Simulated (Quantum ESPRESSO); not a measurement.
Inputs of pw.x and gipaw.x (a modified build of Quantum ESPRESSO, PBE) for CsI; the starting potential comes from an earlier run on another mesh:

```
&CONTROL
  calculation = 'scf'
  prefix = 'x'
  pseudo_dir = './pseudo'
  outdir = './out'
  tprnfor = .true.
/
&SYSTEM
  ibrav = 0
  nat = 2
  ntyp = 2
  ecutwfc = 40
  ecutrho = 160
  occupations = 'fixed'
  nbnd = 8
/
&ELECTRONS
  conv_thr = 1e-11
  startingpot = 'file'
/
ATOMIC_SPECIES
Cs 132.905 Cs.GGA_PBE-JTH.UPF
I 126.904 I.GGA_PBE-JTH.UPF
CELL_PARAMETERS angstrom
    4.641883950000     0.000000000000     0.000000000000
    0.000000000000     4.641883950000     0.000000000000
    0.000000000000     0.000000000000     4.711862100000
ATOMIC_POSITIONS crystal
Cs     0.000000000000     0.000000000000     0.000000000000
I      0.500000000000     0.500000000000     0.500000000000
K_POINTS automatic
6 6 6 1 1 1
```

```
&INPUTGIPAW
  job = 'nmr'
  prefix = 'x'
  tmp_dir = './out/'
  restart_mode = 'from_scratch'
  pawproj(1) = .true.
  pawproj(2) = .true.
  use_nmr_macroscopic_shape = .false.
/
```

The cell was made here from a computed Materials Project entry: strained by +1 % along the cube axis and by -0.5 % across it, atoms relaxed (PBE without dispersion, pw.x of Quantum ESPRESSO, symmetry kept). The parent is CsI in Pm-3m. Stability against distortions was not tested.

Task: Predict the shielding tensors that the run ends with.

Result: 
```
     f-sum rule (should be   -17.1158):
           -17.1132          0.0000          0.0000
             0.0000        -17.1132          0.0000
             0.0000          0.0000        -17.1137

     Total NMR chemical shifts in ppm: ---------------------------------------
     (adopting the Simpson convention for anisotropy and asymmetry)-----------

     Atom  1  Cs  pos: (  0.000000  0.000000  0.000000)  Total sigma:        5383.46
          5379.6425         -0.0000          0.0000
             0.0000       5379.6425         -0.0000
            -0.0000          0.0000       5391.1013

     Cs      1    anisotropy:     11.46    eta:    0.0000
     Cs      1    sigma_11=   5379.64
     Cs      1    sigma_22=   5379.64
     Cs      1    sigma_33=   5391.10

     Atom  2  I   pos: (  0.500000  0.500000  0.507538)  Total sigma:        4518.59
          4521.3321         -0.0000         -0.0000
             0.0000       4521.3321          0.0000
            -0.0000          0.0000       4513.1090

     I       2    anisotropy:     -8.22    eta:    0.0000
     I       2    sigma_11=   4521.33
     I       2    sigma_22=   4521.33
     I       2    sigma_33=   4513.11
```
The printed anisotropy is 3/2 (σ_33 − σ_iso) in the program's own order; the axes are left out here. Anisotropies that symmetry doesn't fix are less certain than the isotropic values. These are absolute shieldings with no macroscopic susceptibility term; δ = σ_ref − σ needs a reference computed alike. By our sweeps, such settings leave a few ppm in absolute σ on light atoms and up to some 20 ppm from Zn on. No spin–orbit coupling; Cs is the heaviest element present. The datasets of I hold no d projectors, which limits absolute σ on these atoms. The structure is static (0 K, no zero-point motion).
